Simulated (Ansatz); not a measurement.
## One run on Fe (Im-3m): parallel moments on spinors

Method: DFT, PBE, all-electron LAPW, scalar-relativistic in Ansatz.

Command: `ansatz run input.yaml --threads 2 --pin off --max-ram 6144MiB --backend cpu --events-out ev --progress --plain --runs-dir out`

```yaml
crystal:
  lattice:
    - [0.0, -2.886, 2.886]
    - [2.886, 0.0, 0.0]
    - [1.443, 1.443, 4.329]
  atoms:
    - { symbol: Fe, position: [0.0, 0.0, 0.0], spin: 2.3, spin_axis: [0.0, 0.0, 1.0] }
    - { symbol: Fe, position: [0.5, 0.5, 0.0], spin: 2.3, spin_axis: [0.0, 0.0, 1.0] }
    - { symbol: Fe, position: [0.75, 0.25, 0.5], spin: 2.3, spin_axis: [0.0, 0.0, 1.0] }
    - { symbol: Fe, position: [0.25, 0.75, 0.5], spin: 2.3, spin_axis: [0.0, 0.0, 1.0] }
magnetization:
  noncollinear: true
kpoints:
  mp_grid: { grid: [10, 10, 10] }
scf:
  occupations: { method: fermi_dirac, width: 0.05 }
  lower_state_search: "off"
hamiltonian:
  xc: pbe
  pseudopotentials: { kind: all_electron, lapw: { basis_error: 0.0005 } }
output:
  eigenvalues: false
```

Log:

```
settings of this run that can trade accuracy for cost: output.eigenvalues: false. Do not mix this run's numbers with those of runs without the same settings; the input reference describes each key
LAPW: plane waves up to 9.251 Å⁻¹, error target 5.0e-4 eV per atom; small_component_spin mean_spin; Fe in spheres of 1.250 Å, 16 of its electrons in bands, Dirac shells [] (how accurate: hamiltonian.pseudopotentials.lapw.basis_error, Limitations)
Engine: ansatz 0.2.0
Pseudopotentials: kind: all_electron
Pseudopotential: Fe, LAPW, valence charge 16, lapw/all_electron/scalar/gaussian/Fe, Koelling and Harmon's equation, gaussian nucleus
Functional definition: PBE
  parameter kappa = 0.804
  parameter beta = 0.06672455060314922
  exchange = pbe_x(kappa = kappa, mu = beta*pi^2/3)
  correlation = pbe_c(beta = beta)
Crystal: 4 atoms, lattice volume = 48.075 Å³
Basis set: ecut = 326.0299326817264 eV, 647 PW (Γ), exchange–correlation at level 2
Bands: 78, of which v1, the nominal top of the filled ones, is band 64 counted from 1 (63 counted from 0)
Symmetry: 32 space group operations + 32 with time reversal
Moments: of one size on atoms that these operations exchange, one fixing the others by the rotation that the starting moments gave each, and all in one plane where the starting moments lie in one or along one axis (crystal.symmetry.detect: false holds none)
k-points: 171 of 1000
Non-local potential: Fe, projectors of the file, none
Initial density: superposition of atomic densities (chi_scale 0.1, normalization cell)
Starting moments: Σ|m| = 9.2 μB on 4 of 4 sites
Initial wavefunctions: plane waves of lowest kinetic energy (no species holds an atomic orbital)
Functional: x = pbe(κ = 0.804, μ = 0.2195149727645171), c = pbe(β = 0.06672455060314922)
iter 1 solved again at ethr=7.83e-5 eV; its pass at ethr=1.00e-1 eV (dr2=5.01e-2 eV) is discarded
SCF iter   1: F=—  HF=-138536.063141 eV  |F-HF|=—  |Δ(HF+E_count)|=         —  Δρ=1.53e-2  dr2=5.08e-2  dr2_m=2.58e-2  ethr=7.83e-5  |M|=8.86e0 ∫|m|=9.00e0 μB  β_m=1.00  ⟨swp⟩=3.0  Hψ=102356  notcnv=0
preconditioner: auto → Kerker (q_TF=auto, 2.862 Å⁻¹)  [metal: Δε(μ)=0.001 eV  Ē_g=3.815 eV  σ=0.050 eV  W_gap=0.00  n_scr=18 (ndim 8)  ℏωp=30.3 eV  f_vac=0.000  D(μ)=4.15/eV (n_scr^D=46)]
spin=Noncollinear: Kerker preconditioning applied to the charge; magnetization (m_x, m_y, m_z) channels mix plain (no charge-response kernel on spin).
iter 2 solved again at ethr=7.60e-6 eV; its pass at ethr=7.83e-5 eV (dr2=4.87e-3 eV) is discarded
SCF iter   2: F=—  HF=-138536.298995 eV  |F-HF|=—  |Δ(HF+E_count)|=   2.36e-1  Δρ=7.30e-3  dr2=4.86e-3  dr2_m=5.88e-3  ethr=7.60e-6  |M|=8.98e0 ∫|m|=9.35e0 μB  β_m=1.00  ⟨swp⟩=2.0  Hψ=74359  notcnv=0
SCF iter   3: F=—  HF=-138536.333905 eV  |F-HF|=—  |Δ(HF+E_count)|=   3.49e-2  Δρ=5.56e-3  dr2=5.79e-3  dr2_m=4.99e-4  ethr=7.60e-6  |M|=8.98e0 ∫|m|=9.47e0 μB  β_m=1.00  ⟨swp⟩=3.0  Hψ=43130  notcnv=0
SCF iter   4: F=—  HF=-138536.353215 eV  |F-HF|=—  |Δ(HF+E_count)|=         —  Δρ=9.23e-4  dr2=2.66e-4  dr2_m=5.66e-5  ethr=7.60e-6  |M|=8.98e0 ∫|m|=9.52e0 μB  β_m=0.30  ⟨swp⟩=2.8  Hψ=39772  notcnv=0
Mixer restart at iter 4: flushing history
the basis was enlarged: its passes take 11.6 MiB over the memory plan, 2 of 2 planned eigensolver slots
spin-set hold released at iteration 4 (site moments contracting): the magnetisation degrees of freedom join the quasi-Newton model from the next iteration; the mixer history was flushed
SCF iter   5: F=—  HF=-138536.353313 eV  |F-HF|=—  |Δ(HF+E_count)|=   9.76e-5  Δρ=7.57e-4  dr2=8.78e-5  dr2_m=6.08e-5  ethr=4.16e-7  |M|=9.00e0 ∫|m|=9.53e0 μB  β_m=0.52  ⟨swp⟩=3.0  Hψ=40405  notcnv=0
SCF iter   6: F=—  HF=-138536.353782 eV  |F-HF|=—  |Δ(HF+E_count)|=   4.69e-4  Δρ=4.45e-4  dr2=7.06e-5  dr2_m=1.58e-5  ethr=1.37e-7  |M|=8.99e0 ∫|m|=9.53e0 μB  β_m=0.70  ⟨swp⟩=3.0  Hψ=41158  notcnv=0
SCF iter   7: F=—  HF=-138536.353996 eV  |F-HF|=—  |Δ(HF+E_count)|=   2.14e-4  Δρ=9.44e-5  dr2=2.86e-6  dr2_m=9.82e-7  ethr=1.10e-7  |M|=9.00e0 ∫|m|=9.55e0 μB  β_m=0.85  ⟨swp⟩=3.0  Hψ=41708  notcnv=0
SCF iter   8: F=—  HF=-138536.353996 eV  |F-HF|=—  |Δ(HF+E_count)|=   6.96e-7  Δρ=1.93e-5  dr2=1.13e-7  dr2_m=4.11e-8  ethr=4.47e-9  |M|=9.00e0 ∫|m|=9.55e0 μB  β_m=0.88  ⟨swp⟩=3.0  Hψ=41375  notcnv=0
SCF iter   9: F=—  HF=-138536.353996 eV  |F-HF|=—  |Δ(HF+E_count)|=   8.78e-8  Δρ=7.46e-6  dr2=1.82e-8  dr2_m=6.13e-9  ethr=1.77e-10  |M|=9.00e0 ∫|m|=9.55e0 μB  β_m=0.94  ⟨swp⟩=3.0  Hψ=40180  notcnv=0
SCF iter  10: F=-138536.353996 eV  HF=-138536.353996 eV  |F-HF|=5.82e-11  |Δ(HF+E_count)|=   3.93e-8  Δρ=3.30e-6  dr2=1.18e-9  dr2_m=1.20e-9  ethr=2.84e-11  |M|=9.00e0 ∫|m|=9.55e0 μB  ⟨swp⟩=2.1  Hψ=39581  notcnv=0
SCF 1 converged in 10 iterations: F = -138536.353996 eV  dr2 = 1.18e-9
SCF converged after 10 iterations
Stability not checked: this state was not tested for a lower state beside it, because this non-collinear magnet's GGA is evaluated by the locally collinear projection, under which the energy is not smooth in the magnetisation (locally_collinear_gga; see scf.lower_state_search)
Magnetization: |M| = 8.9968 μB,  M = (+0.0000, +0.0000, +8.9968) μB
Absolute magnetization: 9.5483 μB (∫|m|)
Moment direction: held on its axis by an average over the rotations of spin about it
  site 0: m = (+0.0000, +0.0000, +2.3126) μB, |m| = 2.3126 μB  (R = 1.25 Å)
  site 1: m = (+0.0000, +0.0000, +2.3126) μB, |m| = 2.3126 μB  (R = 1.25 Å)
  site 2: m = (+0.0000, +0.0000, +2.3126) μB, |m| = 2.3126 μB  (R = 1.25 Å)
  site 3: m = (+0.0000, +0.0000, +2.3126) μB, |m| = 2.3126 μB  (R = 1.25 Å)
Free energy (F): -138536.353996 eV
Harris-Foulkes:  -138536.353996 eV  (|F-HF|=5.82e-11)
Internal energy: -138536.320442 eV  (E = F + TS)
E sigma→0 (E₀):  -138536.337219 eV
Entropy (-TS):   -0.033554 eV (-8.389 meV/atom)
Fermi energy:    17.381443 eV
--- Per-component energies (eV) ---
  E_band       = -911.892151
  E_kinetic    = 140435.590014
  E_xc         = -6088.967495
  E_electrostatic = -272882.942960  (all electrons and nuclei)
  E_smearing   = -0.033554  (= −TS)
  E_closure    = 0.000000  (closes the sum)
  E_atoms      = -138500.018459  (free atoms, spherical and without spin; not in F)
  Σ components = -138536.353996   (vs F -138536.353996, Δ=0.00e0)
  Basis errors (estimates in eV, not in F): energy 1.3e-4 per atom: plane waves 1.1e-4 (5.7e-5 summed), levels above the bands 3.1e-22, relativity 8.2e-9, radial functions 1.5e-5, core shells 3.0e-9; eigenvalues (radial functions only) 3.1e-7; not estimated: angular momenta, meshes, grids; target (lapw.basis_error) 5.0e-4; muffin-tin radii Fe 1.250 Å
settings of this run that can trade accuracy for cost: output.eigenvalues: false. Do not mix this run's numbers with those of runs without the same settings; the input reference describes each key
```

Site moments (μB): Fe1 (0.00, 0.00, 2.31); Fe2 (0.00, 0.00, 2.31); Fe3 (0.00, 0.00, 2.31); Fe4 (0.00, 0.00, 2.31). Cell moment 9.00 μB.

The Ansatz runs typed with the search for lower states off end where their start leads. The magnetic state is the one that this cell and start allow. It needn't be the compound's measured order, which may need a larger cell or be absent.

It took 5.9 min on 2 threads of Intel(R) Xeon(R) 6975P-C (Granite Rapids), with other jobs on the host, peak memory 3 GiB.
